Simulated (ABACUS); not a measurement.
# Sensitivity of a calculation on Pb (C2/m, 2 atoms in the cell; from Materials Project mp-1057273, lattice scaled a little) to its settings

```yaml
crystal:
  lattice:
    - [3.10150, -1.78655, 0.00000]
    - [3.10150, 1.78655, 0.00000]
    - [-2.15925, 0.00000, 6.22139]
  atoms:
    - { symbol: Pb, position: [0.09149, 0.09149, 0.27371] }
    - { symbol: Pb, position: [0.90851, 0.90851, 0.72629] }
```

Base run A: ABACUS with PBEsol, numerical atomic orbitals DZP (confined pseudo-atomic orbitals; energy shift 0.01 Ry), PseudoDojo 0.4 standard norm-conserving PBEsol (tails mended) pseudopotentials, self-consistent single point.

Its settings: basis = DZP numerical atomic orbitals, energy shift 0.01 Ry; KPT = Gamma 11 11 6 0 0 0; basis_type = lcao; ecutwfc = 100 Ry; smearing_method = mv; smearing_sigma = 0.0146997 Ry; potentials = PseudoDojo 0.4 standard norm-conserving PBEsol (tails mended); symmetry = 1; ks_solver = genelpa; scf_nmax = 100; scf_thr = 1.0e-07; mixing_type = broyden; mixing_beta = 0.7.

The atom-centred basis is finite, which shifts total energies against plane waves. Forces and stress are left out: the polarisation orbitals used for some of these elements are too diffuse to give them reliably, and gaps can carry the same lack. The structure comes from a collection of computed structures, made at another level of theory; the collection holds predicted forms beside known ones. Its lattice was then scaled.

ΔF is the free energy per atom less that of run A. 

```tsv
run	change	ΔF (meV/atom)	k-points
A	base	0.00	204
B	nbands: default → 18	0.00	204
C	KPT: Gamma 11 11 6 0 0 0 → Gamma 2 2 1 0 0 0	-1389.3	3
D	symmetry: 1 → 0	0.00	364
E	smearing_sigma: 0.0146997 Ry → 0.0220496 Ry; KPT: Gamma 11 11 6 0 0 0 → Gamma 12 12 6 0 0 0	-0.21	242
F	smearing_sigma: 0.0146997 Ry → 0.00183747 Ry	-0.14	204
G	scf_nmax: 100 → 200; mixing_ndim: default → 8	0.00	204
H	symmetry: 1 → -1	0.00	726
```

Run C against A: The free energy goes down by 1.39 eV/atom.

Run E against A: The free energy is nearly the same (within 1 meV/atom).

The atomic orbitals were generated for these runs; they are not ABACUS's published sets and were checked against plane waves on a few crystals only.

“Tails mended”: in these copies of the files the far tail of each local potential was reset to the Coulomb form.
